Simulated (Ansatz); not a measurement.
One crystal and one scan (frozen-phonon scan) at two levels, PBE (plane waves to 420 eV, PAW, scalar-relativistic; Ansatz, a program for electronic structure) and LDA (plane waves to 420 eV, PAW, scalar-relativistic; Ansatz), each from its own relaxed cell and on its own mesh.

The crystal is Sb (space group R-3m); a phonon pattern at L = (0.5, 0.0, 0.0) is frozen into a 4-atom cell, Q being the largest atomic displacement.

Sb was relaxed with its symmetry unable to fall. Spin-orbit coupling is left out, though Sb is heavy. With partly filled bands, energies and forces of such displacements shift with the k mesh and the smearing. Both scans cover Q from -0.180 to 0.180 Å.

```csv
quantity,run 1,run 2
Lattice constant a (Å),4.293,4.374
Lattice constant c (Å),10.96,11.54
Relaxed volume (Å³/atom),29.16,31.87
Energy at Q = 0.180 Å (meV/cell),564,534
Harmonic wavenumber from the curvature (finite differences) (cm⁻¹ (negative: imaginary)),140,136
```

Which run is which level?

Run 2 is PBE, run 1 is LDA. PBE gives the higher value for: lattice constant a; lattice constant c; relaxed volume. PBE gives the lower value for: energy at Q = 0.180 Å; harmonic wavenumber from the curvature. Both give the same space group of the distorted cell: C2/c (No. 15), lowered from R-3m.

(For displaced atoms, the force is minus the slope of the energy, and its curvature is a force constant, which sets phonon frequencies.)
